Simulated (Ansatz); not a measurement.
**Si$_{2}$F: reading a single point**

```
CELL_PARAMETERS angstrom
3.57662 0.00000 0.00000
1.78831 -7.09556 0.00000
0.00000 0.00000 -3.52855
ATOMIC_POSITIONS crystal
Si 0.75000 0.50000 0.75000
Si 0.25000 0.50000 0.25000
F 0.10400 0.79200 0.75000
F 0.89600 0.20800 0.25000
Si 0.43900 0.12200 0.75000
Si 0.56100 0.87800 0.25000
```

Single point in Ansatz 0.2.0 with PBE, no spin polarisation. Cutoff 420 eV, PAW datasets, 7×7×7 Γ-centred k mesh, methfessel-paxton filling (width 0.029 eV).

Problem. Metal or insulator?

Solution. It is a metal, with about 2.8 states/eV a cell as the mean within 0.25 eV of the Fermi level, mostly Si p (74 %) and F p (12 %).

Problem. Which atom feels the largest force, and which way?

Solution. The largest is on F3 (and as large on other atoms): 0.74 eV/Å, components (0.00, -0.74, 0.00). It makes 76° with the line to a nearest neighbour, Si6 at 2.59 Å.

Problem. Give the Bader charges.

Solution. Bader charges in e: Si +0.29 to +0.49, F -0.78. In the mean Si gives up most and F takes most.

Problem. What is the formation energy?

Solution. -0.03 eV an atom against the elements' usual phases (free molecules for gases, crystals otherwise, with no correction for O₂ or N₂), too near zero to call. Relaxing would lower it.

Problem. What does the stress say?

Solution. The pressure is 0.3 GPa (compression positive), so with the atoms held at these fractions the cell is close to zero pressure. The principal stresses -1.2, 1.0, 1.2 GPa differ, so its shape would change too.

Origin: a known structure type with other elements, at an estimated volume, so it need not be a known compound. Caveats: many states at the Fermi level without spin polarisation, so a magnetic state may lie lower.
